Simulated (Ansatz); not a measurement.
Data:

AlN:
```cif
data_Al4N4
_chemical_formula_sum 'Al4 N4'
_space_group_name_H-M_alt 'F-43m'
_space_group_IT_number 216
_space_group_name_Hall 'F -4 2 3'
_cell_length_a 4.36980
_cell_length_b 4.36980
_cell_length_c 4.36980
_cell_angle_alpha 90.000
_cell_angle_beta 90.000
_cell_angle_gamma 90.000
loop_
_atom_site_label
_atom_site_type_symbol
_atom_site_symmetry_multiplicity
_atom_site_Wyckoff_symbol
_atom_site_fract_x
_atom_site_fract_y
_atom_site_fract_z
_atom_site_occupancy
Al1 Al 4 a 0.00000 0.00000 0.00000 1
N1 N 4 d 0.75000 0.75000 0.75000 1
```
(The calculation used a cell of 2 atoms; values per cell refer to that cell.)

This is the r²SCAN-relaxed structure.

### Question
All from r²SCAN in the plane-wave PAW code Ansatz, unless another level is named. Predict the formation energy from the elements (no fitted shifts).

### Answer
-154 kJ/mol-atom.

### Question
What about the band gap?

### Answer
3.94 eV (indirect).

### Question
And the electron effective mass?

### Answer
0.33, 0.33, 0.51 mₑ (principal values).

Symmetry was held in the r²SCAN relaxation. The references are the lowest solids computed at this level, not always the standard phases (solids in place of the gases).

Potentials: the later of the program's two PAW sets.
